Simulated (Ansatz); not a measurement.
Starting cell, NaCl (rock salt):

```yaml
crystal:
  lattice:
    - [0.00000, 5.69553, 5.69553]
    - [2.84776, 0.00000, 2.84776]
    - [2.84776, 2.84776, 0.00000]
  atoms:
    - { symbol: Cl, position: [0.00000, 0.00000, 0.00000] }
    - { symbol: Cl, position: [0.50000, 0.00000, 0.00000] }
    - { symbol: Na, position: [0.25000, 0.50000, 0.50000] }
    - { symbol: Na, position: [0.75000, 0.50000, 0.50000] }
```

A phonon eigenvector at L = (0.5, 0.0, 0.0) is frozen into this cell: atom i moves by Q times the vector below, so Q is the largest atomic displacement, in Å. The cell is held. It is one choice among 2 degenerate patterns. (q is in reciprocal vectors of the primitive cell; the cell shown is doubled to hold the pattern.)

| atom | x | y | z |
|---|---|---|---|
| Na3 | 0.285 | -0.520 | 0.805 |
| Na4 | -0.285 | 0.520 | -0.805 |

Atoms not listed stay in place.

Method: PBE (plane waves to 420 eV, PAW, scalar-relativistic; Ansatz, a quantum-chemistry and plane-wave program). k mesh 5×10×10 (Γ-centred), Fermi-Dirac smearing 0.05 eV. Energies are smeared free energies. NaCl was relaxed with its symmetry unable to fall. The zero of ΔE is the undisplaced structure.

```json
[
 {"Q (Å)": "-0.180", "ΔE (meV/cell)": "43.8"},
 {"Q (Å)": "-0.120", "ΔE (meV/cell)": "19.3"},
 {"Q (Å)": "-0.060", "ΔE (meV/cell)": "4.8"},
 {"Q (Å)": "0.000", "ΔE (meV/cell)": "0.0"},
 {"Q (Å)": "0.060", "ΔE (meV/cell)": "4.8"},
 {"Q (Å)": "0.120", "ΔE (meV/cell)": "19.3"},
 {"Q (Å)": "0.180", "ΔE (meV/cell)": "43.8"}
]
```

Problem. Which DFPT wavenumber at L = (0.5, 0.0, 0.0) belongs to this mode?
A. 208 cm⁻¹
B. 126 cm⁻¹
C. 169 cm⁻¹

Solution. B, 126 cm⁻¹. The curvature of the scan gives 126 cm⁻¹

(A displaced cell: forces are minus the slopes of the energy, force constants its curvatures, and phonons follow from these.)
